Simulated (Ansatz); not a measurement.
# RbBePO4 — ¹⁷O NMR of the central transition

Cell: a computed structure from the Materials Project (it need not be an observed phase), atoms as given.

Space group Pna2_1 (No. 33); a = 8.6500, b = 8.7391, c = 5.0625 Å.

| site | Wyckoff | site symmetry | x | y | z |
| --- | --- | --- | --- | --- | --- |
| Rb | 4a | 1 | 0.9995 | 0.2921 | 0.5052 |
| Be | 4a | 1 | 0.3223 | 0.4071 | 0.0008 |
| P | 4a | 1 | 0.1863 | 0.0803 | 0.9998 |
| O13 | 4a | 1 | 0.2609 | 0.4588 | 0.2939 |
| O17 | 4a | 1 | 0.0101 | 0.0977 | 0.9961 |
| O21 | 4a | 1 | 0.2429 | 0.0283 | 0.2769 |
| O25 | 4a | 1 | 0.2391 | 0.7353 | 0.4287 |

One atom of each set is listed.

Method: Kohn–Sham DFT in Ansatz, PBE, plane waves and PAW, scalar-relativistic, 420 eV cutoff, Γ-centred 3×3×5 k-points, Fermi–Dirac smearing 0.02 eV.

¹⁷O has I = 5/2 and Q = -25.58 mb (Pyykkö 2018); at 21.1 T its Larmor frequency is ν₀ = 121.8 MHz. Only the quadrupole interaction is simulated: positions count from each site's isotropic chemical shift, and J coupling is left out, as are shift anisotropy and dipolar coupling, which fast spinning averages.

Problem. What does the ¹⁷O spectrum (fast magic-angle spinning) show for each site?

Solution. 

```json
{"site": "O13", "first shell": "1 P at 1.56 Å, 1 Be at 1.64 Å, angle 134°; also 2 Rb at 2.89–3.20 Å", "C_Q (MHz)": "-6.03", "η": "0.15", "P_Q (MHz)": "6.05", "δ_QIS (ppm)": "-14.8", "breadth (kHz)": "4.02"}
{"site": "O17", "first shell": "1 P at 1.53 Å, 1 Be at 1.63 Å, angle 173°; also 2 Rb at 3.01–3.09 Å", "C_Q (MHz)": "-6.46", "η": "0.02", "P_Q (MHz)": "6.46", "δ_QIS (ppm)": "-16.9", "breadth (kHz)": "4.43"}
{"site": "O21", "first shell": "1 P at 1.55 Å, 1 Be at 1.65 Å, angle 134°; also 3 Rb at 2.95–3.33 Å", "C_Q (MHz)": "-5.98", "η": "0.16", "P_Q (MHz)": "6.01", "δ_QIS (ppm)": "-14.6", "breadth (kHz)": "3.99"}
{"site": "O25", "first shell": "1 P at 1.54 Å, 1 Be at 1.63 Å, angle 153°; also 2 Rb at 2.99–3.16 Å", "C_Q (MHz)": "-6.36", "η": "0.10", "P_Q (MHz)": "6.37", "δ_QIS (ppm)": "-16.4", "breadth (kHz)": "4.42"}
```

δ_QIS = −(ν_Q²/30ν₀²)[I(I+1) − 3/4](1 + η²/3) × 10⁶ ppm with ν_Q = 3|C_Q|/[2I(2I−1)]; it falls as 1/B₀² in ppm, and the breadth as 1/B₀ in kHz.

At O17 V_zz points along the line of its two bonds (within 3°). At O25 V_zz runs parallel to the line that joins its two neighbours (within 9°).
